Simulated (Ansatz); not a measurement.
H2O on the (111) surface of Ir, space group Fm-3m (No. 225) (top face towards +c; held atoms: 1, 2, 3, 4), one molecule per 25.5 Å². Starting structure (upright, lowest atom H over a top Ir site; the molecule's atoms stand last):

```
CELL_PARAMETERS angstrom
5.43132 0.00000 0.00000
-2.71566 4.70366 0.00000
0.00000 0.00000 24.00075
ATOMIC_POSITIONS crystal
Ir 0.33333 0.16667 0.33332
Ir 0.33333 0.66667 0.33332
Ir 0.83333 0.16667 0.33332
Ir 0.83333 0.66667 0.33332
Ir 0.66667 0.33333 0.42391
Ir 0.66667 0.83333 0.42391
Ir 0.16667 0.33333 0.42391
Ir 0.16667 0.83333 0.42391
Ir 0.00000 0.50000 0.51449
Ir 0.00000 0.00000 0.51449
Ir 0.50000 0.50000 0.51449
Ir 0.50000 0.00000 0.51449
O 0.62092 0.02186 0.64169
H 0.50000 0.00000 0.60907
H 0.50000 0.00000 0.67432
```

All numbers below come from DFT PBE+D3(BJ), scalar-relativistic, plane waves, PAW in Ansatz. Settings: cutoff 420 eV, Γ-centred mesh 4×4×1 on the computed 15-atom cell, Gaussian smearing of 0.10 eV; no spin polarisation. A dipole correction removes the field between periodic images along c.

E_ads is per molecule, from the clean relaxed slab and the free relaxed molecule; negative means bound; no zero-point or thermal terms, forces under 0.04 eV/Å, and the free molecule is spin-polarised where open-shell. Heights count from the highest slab atom.

(1) How strongly does it adsorb?

(2) Does the molecule survive, and how close does it come to the surface?

(3) How do the dipole along +c and the top face's work function change?

Each end is the local minimum that its start leads to.

Results:

(1) -0.51 eV.

(2) It stays whole. Its lowest atom lies 2.35 Å over the highest slab atom; shortest contacts O–Ir 2.36 Å.

(3) The dipole changes by +0.171 e·Å a cell, the work function by -1.17 eV.